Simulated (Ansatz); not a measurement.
Si3N4:
```
Si3N4
1.0
    7.62466     0.00000     0.00000
   -3.81233     6.60315     0.00000
    0.00000     0.00000     2.91047
Si N
6 8
Direct
  0.17396   0.76758   0.25000
  0.40638   0.17396   0.75000
  0.23242   0.40638   0.25000
  0.82604   0.23242   0.75000
  0.59362   0.82604   0.25000
  0.76758   0.59362   0.75000
  0.33333   0.66667   0.25000
  0.66667   0.33333   0.75000
  0.33000   0.02963   0.25000
  0.30037   0.33000   0.75000
  0.97037   0.30037   0.25000
  0.67000   0.97037   0.75000
  0.69963   0.67000   0.25000
  0.02963   0.69963   0.75000
```

Cartesian axes are those of the cell as given.

Task: Give the high-frequency dielectric tensor and the Born effective charge tensors of the independent atoms from DFPT, plane-wave PAW PBEsol (Ansatz code).

Result: 
ε∞:
```
4.29  0.00  0.00
0.00  4.29  0.00
0.00  0.00  4.37
```
Z* of atom 1 (Si), rows: field, columns: displacement, in e:
```
3.16  0.07  0.00
0.10  3.55  0.00
0.00  0.00  3.40
```
Z* of atom 7 (N), rows: field, columns: displacement, in e:
```
-2.96   0.05   0.00
-0.05  -2.96   0.00
 0.00   0.00  -1.73
```
Z* of atom 9 (N), rows: field, columns: displacement, in e:
```
-1.58  -0.07   0.00
-0.06  -3.17   0.00
 0.00   0.00  -2.83
```

Space group P6_3/m. Symmetry was held in the PBEsol relaxation.

Potentials: the later of the program's two PAW sets.
